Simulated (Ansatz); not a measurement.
MoPt:
```
CELL_PARAMETERS angstrom
      0.00000     2.62204     2.62204
      2.62204     0.00000     2.62204
      2.62204     2.62204     0.00000
ATOMIC_POSITIONS crystal
  Pt 0.00000 0.00000 0.00000
  Mo 0.50000 0.50000 0.50000
```

Relaxed with PBE. Special points in fractions of this cell's reciprocal vectors: Γ (0.000, 0.000, 0.000); X (0.500, 0.000, 0.500); U (0.625, 0.250, 0.625); K (0.375, 0.375, 0.750); L (0.500, 0.500, 0.500); W (0.500, 0.250, 0.750).

### Question
List the band energies nearest the Fermi level at these points for PBE with spin–orbit coupling (plane waves, PAW; program Ansatz).

### Answer
In eV from the Fermi level; about four levels below and three above (degenerate sets whole), none deeper than 8.9 eV; points with the same levels are listed once.

```csv
k,below,above
Γ,-5.19 -5.19 -5.19 -5.19 -4.88 -4.88,1.22 1.22 1.22 1.22
X,-2.46 -2.46 -0.95 -0.95,0.42 0.42 0.53 0.53
U,-2.92 -2.92 -0.69 -0.69,0.03 0.03 0.36 0.36
L,-1.46 -1.46 -0.06 -0.06,0.04 0.04 1.86 1.86
W,-2.67 -2.67 -1.31 -1.31,0.08 0.08 0.18 0.18
```

Space group Fm-3m (rock salt). The start of the workflow was typed in or built on a structure type; neither database checked (COD, Materials Project) lists it. Whether it is the stable phase at ambient conditions was not checked. Symmetry was held in the PBE relaxation; its stability against distortions is not shown here. No spin polarisation was allowed. The volume moved by 18 % from the start of the relaxation. Its formation energy is positive at this level, so the cell may be metastable or incomplete.

Potentials: the earlier of the program's two PAW sets.
